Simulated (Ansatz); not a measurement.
Rh (fcc, Cu type)

```
CELL_PARAMETERS angstrom
      0.00000     1.90000     1.90000
      1.90000     0.00000     1.90000
      1.90000     1.90000     0.00000
ATOMIC_POSITIONS crystal
  Rh 0.00000 0.00000 0.00000
```

Grid over V/V₀ and (c/a)/(c/a)₀, subscript 0 meaning the relaxed cell; the conventional c axis lies along z; no internal relaxation.

The numbers are results of r2SCAN (plane waves to 500 eV, PAW, scalar-relativistic; Ansatz, a program for electronic structure), not measurements. k mesh 21×21×21 (Γ-centred), Fermi-Dirac smearing 0.05 eV. Compression counts positive. With partly filled bands, the response to shear is sensitive to the k mesh, so small differences along c/a are uncertain. Rh is run without spin polarisation. Rh was relaxed with its symmetry unable to fall. The last digit holds for this mesh only.

Changes of σxx (GPa) from the point V/V₀ = 1.000, (c/a)/(c/a)₀ = 1.000 when one coordinate moves alone (two changes are said to add if the coupling is within 5 % of the smaller one, nearly so within 20 %):

```tsv
point	change
V/V₀ = 1.000, (c/a)/(c/a)₀ = 0.880	-6.28
V/V₀ = 1.000, (c/a)/(c/a)₀ = 0.920	-5.10
V/V₀ = 1.000, (c/a)/(c/a)₀ = 0.960	-2.98
V/V₀ = 0.920, (c/a)/(c/a)₀ = 1.000	29.11
V/V₀ = 0.947, (c/a)/(c/a)₀ = 1.000	17.79
V/V₀ = 0.973, (c/a)/(c/a)₀ = 1.000	8.17
V/V₀ = 1.027, (c/a)/(c/a)₀ = 1.000	-6.93
V/V₀ = 1.053, (c/a)/(c/a)₀ = 1.000	-12.80
V/V₀ = 1.080, (c/a)/(c/a)₀ = 1.000	-17.76
V/V₀ = 1.000, (c/a)/(c/a)₀ = 1.040	3.63
V/V₀ = 1.000, (c/a)/(c/a)₀ = 1.080	7.64
V/V₀ = 1.000, (c/a)/(c/a)₀ = 1.120	11.88
```

Question: What is the change at V/V₀ = 0.920, (c/a)/(c/a)₀ = 0.880, where both move, and how far is it from the sum?

Answer: The sum of the single changes is 29.11 + (-6.28) = 22.83; the calculation gives 21.03, so the coupling contributes -1.80 (over 20 % of the smaller single change, not additive).

Question: Do the two effects add at V/V₀ = 1.053, (c/a)/(c/a)₀ = 1.040? Give the computed change.

Answer: The sum of the single changes is -12.80 + (3.63) = -9.17; the calculation gives -9.69, so the coupling contributes -0.52 (under 20 % of the smaller single change, nearly additive).

Question: Do the two effects add at V/V₀ = 1.027, (c/a)/(c/a)₀ = 1.040? Give the computed change.

Answer: The sum of the single changes is -6.93 + (3.63) = -3.30; the calculation gives -3.57, so the coupling contributes -0.27 (under 20 % of the smaller single change, nearly additive).

(Under strain, the slope of the energy per volume gives the stress and its curvature an elastic modulus.)
